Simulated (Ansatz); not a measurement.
input.yaml (Ansatz)

```yaml
crystal:
  lattice:
    - [3.333348267, 0.0, 0.0]
    - [-1.6666741335, 2.8867642789, 0.0]
    - [0.0, 0.0, 2.0433424877]
  atoms:
    - { symbol: B, position: [0.0, 0.0, 0.0] }
    - { symbol: B, position: [0.3333333333, 0.6666666667, 0.5] }
    - { symbol: B, position: [0.6666666667, 0.3333333333, 0.5] }
hamiltonian:
  xc: r2scan
  pseudopotentials:
    kind: paw
    azcp:
      B: "pseudopotentials/B.paw.azcp"
basis:
  ecutwfc: 500
  fft_grid_basis: typed
kpoints:
  mp_grid: { grid: [11, 11, 15], shift: [0, 0, 0] }
magnetization:
  spin_polarized: false
scf:
  occupations: { method: fermi_dirac, width: 0.1 }
relax:
  max_steps: 60
  f_tol: 0.01
  cell: {}
```

Output

```
Engine: ansatz 0.2.0, x86_64-unknown-linux-gnu
Pseudopotentials: kind: paw
Pseudopotential: B, paw, valence charge 3, recommended cutoff 500 eV (meta_gga) 
Functional definition: r2SCAN
  parameter k0 = 0.174
  parameter k1 = 0.065
  parameter a1 = 4.9479
  exchange = r2scan_x(k0 = k0, k1 = k1, a1 = a1)
  correlation = r2scan_c
Crystal: 3 atoms, lattice volume = 19.662 Å³
Basis set: ecut = 500 eV, 499 PW (Γ), exchange–correlation on 100×100×60 points (64 copies of the dense FFT grid, shifted against one another)
Bands: 9, of which v1, the nominal top of the filled ones, is band 5 counted from 1 (4 counted from 0)
Symmetry: 24 space group operations
Space group: P6/mmm (ITA 191), of the structure as read, at distance tolerance 2.7e-5 Å
k-points: 128 of 1815
Non-local potential: B, projectors of the file, l = 0: 2, l = 1: 2, l = 2: 1
PAW form: soft (Blöchl's): semilocal exchange-correlation on the pseudo side does not see the compensation charge
PAW frozen core: B, regenerated for the run's functional (the file was generated under x = pbe(κ = 0.804, μ = 0.2195149727645171), c = pbe(β = 0.06672455060314922))
PAW one-centre angular grid: B, 302 points (default); XC on 160 Gauss nodes
Initial density: superposition of atomic densities (neutral atoms: chi_scale 0, normalization atom), corrected by the library's trained network
Initial wavefunctions: pseudopotential atomic-orbital guess
Functional: x = r2scan, c = r2scan; τ floored in thin density (d = 2e-4 eV/Å³)
SCF iter   1: F=—  HF=-464.354183 eV  |F-HF|=—  |Δ(HF+E_count)|=         —  Δρ=9.85e-3  dr2=1.30e-2  dr2_τ=1.81e-1  ethr=1.77e-3  ⟨swp⟩=4.9  Hψ=7319  notcnv=0
SCF iter   2: F=—  HF=-464.394116 eV  |F-HF|=—  |Δ(HF+E_count)|=   3.99e-2  Δρ=7.60e-3  dr2=7.19e-3  dr2_τ=4.32e-5  ethr=1.44e-4  ⟨swp⟩=2.0  Hψ=3304  notcnv=0  defer=24
SCF iter   3: F=—  HF=-464.393699 eV  |F-HF|=—  |Δ(HF+E_count)|=   4.17e-4  Δρ=1.85e-3  dr2=9.51e-4  dr2_τ=5.81e-5  ethr=7.98e-5  ⟨swp⟩=1.0  Hψ=1128  notcnv=0  defer=24
SCF iter   4: F=—  HF=-464.393435 eV  |F-HF|=—  |Δ(HF+E_count)|=   2.64e-4  Δρ=1.32e-3  dr2=2.08e-4  dr2_τ=5.92e-6  ethr=1.06e-5  ⟨swp⟩=2.3  Hψ=1593  notcnv=0  defer=24
SCF iter   5: F=—  HF=-464.393438 eV  |F-HF|=—  |Δ(HF+E_count)|=   3.23e-6  Δρ=4.12e-4  dr2=1.98e-5  dr2_τ=6.66e-7  ethr=2.31e-6  ⟨swp⟩=1.0  Hψ=1128  notcnv=0  defer=24
SCF iter   6: F=—  HF=-464.393442 eV  |F-HF|=—  |Δ(HF+E_count)|=   4.10e-6  Δρ=1.54e-4  dr2=2.90e-6  dr2_τ=4.68e-8  ethr=2.20e-7  ⟨swp⟩=1.5  Hψ=1383  notcnv=0  defer=24
SCF iter   7: F=—  HF=-464.393442 eV  |F-HF|=—  |Δ(HF+E_count)|=   3.05e-8  Δρ=6.13e-5  dr2=4.54e-7  dr2_τ=2.52e-9  ethr=3.22e-8  ⟨swp⟩=1.0  Hψ=1128  notcnv=0  defer=24
...
relax step  18: F+E_penalty+E_count = -466.32635117 eV  Δ(F+E_penalty+E_count) = -1.851e-5 eV  max|allowed force component| = 4.009e-17 eV/Å  Δτ_max = 0.0000 Å  P = -0.006 GPa  Ω = 20.075 Å³  energy of the carried Pulay correction = -1.634e-5 eV  (2 SCF iters, dr2 threshold 3.00e-7 eV, accepted)
iter 1 solved again at ethr=1.54e-8 eV; its pass at ethr=3.10e-3 eV (dr2=1.38e-6 eV) is discarded
SCF iter   1: F=—  HF=-466.326368 eV  |F-HF|=—  |Δ(HF+E_count)|=         —  Δρ=3.52e-5  dr2=1.21e-7  dr2_τ=1.12e-8  ethr=1.54e-8  ⟨swp⟩=3.5  Hψ=10999  notcnv=0
SCF iter   2: F=—  HF=-466.326368 eV  |F-HF|=—  |Δ(HF+E_count)|=   1.41e-7  Δρ=1.90e-5  dr2=3.37e-8  dr2_τ=1.32e-9  ethr=1.35e-9  ⟨swp⟩=2.3  Hψ=1647  notcnv=0
SCF iter   3: F=—  HF=-466.326368 eV  |F-HF|=—  |Δ(HF+E_count)|=   6.57e-8  Δρ=6.14e-6  dr2=9.26e-9  dr2_τ=5.68e-10  ethr=3.74e-10  ⟨swp⟩=2.0  Hψ=1714  notcnv=0
SCF iter   4: F=—  HF=-466.326368 eV  |F-HF|=—  |Δ(HF+E_count)|=  8.60e-10  Δρ=6.37e-7  dr2=3.43e-11  dr2_τ=2.54e-12  ethr=1.03e-10  ⟨swp⟩=2.3  Hψ=1633  notcnv=0
SCF iter   5: F=-466.326368 eV  HF=-466.326368 eV  |F-HF|=2.27e-13  |Δ(HF+E_count)|=  1.07e-10  Δρ=1.24e-7  dr2=3.93e-12  dr2_τ=1.51e-13  ethr=1.00e-12  ⟨swp⟩=5.3  Hψ=4019  notcnv=0
SCF 19 converged in 5 iterations: F = -466.326368 eV  dr2 = 3.93e-12
relax step  19: F+E_penalty+E_count = -466.32636817 eV  Δ(F+E_penalty+E_count) = -1.699e-5 eV  max|allowed force component| = 5.860e-17 eV/Å  Δτ_max = 0.0000 Å  P = -0.002 GPa  Ω = 20.075 Å³  stress off target by 4.48e-3 GPa  SCF on the basis re-selected at this cell (its energy is not comparable with the rows above)  (5 SCF iters)
basis re-selected at this cell: Δ(F+E_penalty+E_count) = -1.699e-5 eV, ΔP = +0.003 GPa vs the last step (what re-selecting the basis moved, of the pressure what is left beyond the Pulay correction that the steps carried, after the strain that the cell walked since its last selection, with what the two solves' SCF thresholds leave and, on support functions, any second-order correction that the steps lacked; it is no measure of the basis error at this ecutwfc). This SCF's stress stands 4.48e-3 GPa from its target on what of the cell is left free (relax.cell.stress_tol is 5.00e-2 GPa) and its largest allowed force component is 5.86e-17 eV/Å (relax.f_tol is 1.00e-2 eV/Å): within both
SCF converged after 5 iterations
Free energy (F): -466.326368 eV
Harris-Foulkes:  -466.326368 eV  (|F-HF|=2.27e-13)
Internal energy: -466.314431 eV  (E = F + TS)
E sigma→0 (E₀):  -466.320399 eV
Entropy (-TS):   -0.011938 eV (-3.979 meV/atom)
Fermi energy:    11.709591 eV
--- Per-component energies (eV) ---
  E_band       = 36.991318
  E_kinetic    = 142.686028
  E_local      = -29.205933  (includes V_loc(G=0)·N_el)
  E_nonlocal   = 34.764532
  E_hartree    = 6.853985
  E_xc         = -93.210066
  E_vxc        = -123.006129  (∫ρ·V_xc dr)
  E_paw        = -239.822384  (= ΣΔE_a)
  E_vpaw       = -8.060193  (= ΣTr[D̂ρ^β])
  E_aug_tail   = -0.000005  (compensation charges beyond the density's cutoff)
  E_vtau       = 6.105039  (kinetic-family band-sum trace: ∫τ·v_τ [+ j·A + Jᵃ·Aᵃ] dr)
  E_ewald      = -288.325262
  E_core_change = -0.055326  (= ΣΔE_core)
  E_smearing   = -0.011938  (= −TS)
  E_closure    = 0.000000  (closes the sum)
  Σ components = -466.326368   (vs F -466.326368, Δ=0.00e0)
--- Forces (eV/Å), atoms counted from 1 ---
  atom   1  B      0.00000000     0.00000000     0.00000000
  atom   2  B      0.00000000    -0.00000000     0.00000000
  atom   3  B     -0.00000000     0.00000000    -0.00000000
  max |Σ_I F_I| component: 4.63e-17 eV/Å
--- Stress (GPa, compression-positive) ---
       -0.004480       0.000000       0.000000
        0.000000      -0.004480       0.000000
        0.000000       0.000000       0.002732
  P = ⅓ Tr σ = -0.0021 GPa (-0.021 kbar)
--- Relaxed structure (17 steps of the walk, 17 accepted, 2 SCFs on fresh bases) ---
  F+E_penalty+E_count = -466.32636817 eV   max|allowed force component| = 5.860e-17 eV/Å   (the final SCF, on the basis selected at the relaxed cell)
  cell:  # Å, volume = 20.0751 Å³
    - [2.8591632102587687, -2.3004923421575072e-33, 0.0]
    - [-1.4295816051293844, 2.476107973649962, 0.0]
    - [0.0, 0.0, 2.8356238873030173]
  atoms:
    - { symbol: B, position: [1.7745041937677602e-34, 2.216912810593037e-34, 0.0] }
    - { symbol: B, position: [0.3333333333333334, 0.6666666666666669, 0.5000000000000001] }
    - { symbol: B, position: [0.6666666666666667, 0.3333333333333334, 0.5000000000000001] }
```

Command:

```sh
ansatz run input.yaml --threads 1 --pin off --max-ram 3584MiB --backend cpu --events-out ev --progress --plain --runs-dir out
```

On 1 thread of Intel(R) Xeon(R) Platinum 8259CL CPU @ 2.50GHz (Skylake/Cascade Lake) (shared host) this took about 66 s of wall time and 66 s of CPU time.
